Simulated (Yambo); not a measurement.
G0W0@LDA for BaTiO3 (space group P4mm, No. 99) in Yambo. Reference settings: 4×4×4 Γ-centred k mesh, bands 2 to 127 and a 8 Ry block in the screening, 127 bands in G with the Bruneval-Gonze terminator, plasmon pole fitted at 27.2 eV. The LDA gap A → Γ on this mesh is 1.77 eV; G0W0 gaps are taken between the same points.

| change from the reference | G0W0 gap A → Γ (eV) | shift of the valence edge (eV) |
|---|---|---|
| reference settings | 3.39 | -0.32 |
| 100 bands in W, 100 bands in G | 3.39 | -0.28 |
| 3 Ry block, no terminator | 3.76 | -0.26 |
| 73 bands in W, 73 bands in G, 6 Ry block | 3.39 | -0.18 |
| exchange cut at 40 Ry | 3.42 | -0.27 |
| 2×2×2 mesh | 3.38 | -0.21 |
| 52 bands in W, 52 bands in G, 3 Ry block, no terminator | ? | -0.01 |
| 52 bands in W, 52 bands in G, 2 Ry block | ? | -0.36 |

Q: Estimate the withheld gaps from the other rows; the computed values follow.

A: 
- 52 bands in W, 52 bands in G, 3 Ry block, no terminator, G0W0 gap A → Γ (eV): 3.89
- 52 bands in W, 52 bands in G, 2 Ry block, G0W0 gap A → Γ (eV): 4.14

The reference isn't shown to be the converged limit.

Geometry of the Materials Project entry, not relaxed at this level; primitive cell a = b = 3.990 Å, c = 4.103 Å, α = β = γ = 90.00°.

A shift is the quasiparticle energy of the state minus its LDA energy.
